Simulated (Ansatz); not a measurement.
Q: Name crystals whose computed values (LDA in the plane-wave PAW code Ansatz) fall in these windows: Θ_D (K) 320 to 380; G_Hill (GPa) 43 to 56.

A: 

```tsv
crystal	Θ_D (K)	G_Hill (GPa)
WO3, P2_1/c (W on 4e, O on 4e, O on 4e, O on 4e)	350	47.2
Ge, P6_3/mmc (Ge on 4f)	353	49.4
ScCu, CsCl type	376	45.6
BaO2, MoSi2 or CaC2 type	362	44.8
GaAs, wurtzite	340	45.3
```
Others may fit too.

Not the usual ambient phase: Ge, P6_3/mmc (Ge on 4f); GaAs, wurtzite. Standing as an ambient phase not checked: WO3, P2_1/c (W on 4e, O on 4e, O on 4e, O on 4e); ScCu, CsCl type; BaO2, MoSi2 or CaC2 type. All cells were relaxed under the symmetry of their starts (and spin orders); stability against distortions was not tested throughout. Rows with no word on spin ran without spin polarisation. Scalar-relativistic: spin–orbit coupling is off unless named, which matters more the heavier the elements.

Potentials: the later of the program's two PAW sets.
